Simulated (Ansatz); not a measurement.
# Be₂Ag, a database entry at a rescaled volume

```yaml
crystal:
  lattice:
    - [0.00000, 3.12769, 3.12769]
    - [3.12769, 0.00000, 3.12769]
    - [3.12769, 3.12769, 0.00000]
  atoms:
    - { symbol: Ag, position: [0.00000, 0.00000, 0.00000] }
    - { symbol: Ag, position: [0.25000, 0.25000, 0.25000] }
    - { symbol: Be, position: [0.62500, 0.62500, 0.62500] }
    - { symbol: Be, position: [0.12500, 0.62500, 0.62500] }
    - { symbol: Be, position: [0.62500, 0.62500, 0.12500] }
    - { symbol: Be, position: [0.62500, 0.12500, 0.62500] }
```

Single point in Ansatz 0.2.0 with r2SCAN, spin-orbit coupling. Cutoff 500 eV, PAW datasets, 9×9×9 Γ-centred k mesh, fermi-dirac filling (width 0.1 eV).

The state carries no moments; the state need not be the lowest.

Q: Give the Bader charges.

A: Bader charges in e: Be +1.33, Ag -0.87. In the mean Be gives up most and Ag takes most. There are 2 density maxima away from the nuclei.

Q: Metal or insulator?

A: It is a metal, with about 0.7 states/eV a cell as the mean within 0.25 eV of the Fermi level.

Q: What does the stress say?

A: The pressure is 9.0 GPa (compression positive), so with the atoms held at these fractions the cell would first expand.

Q: What is the formation energy?

A: 0.04 eV an atom against the elements' usual phases (free molecules for gases, crystals otherwise, with no correction for O₂ or N₂), too near zero to call. Relaxing would lower it.

Origin: a database entry at a rescaled volume.
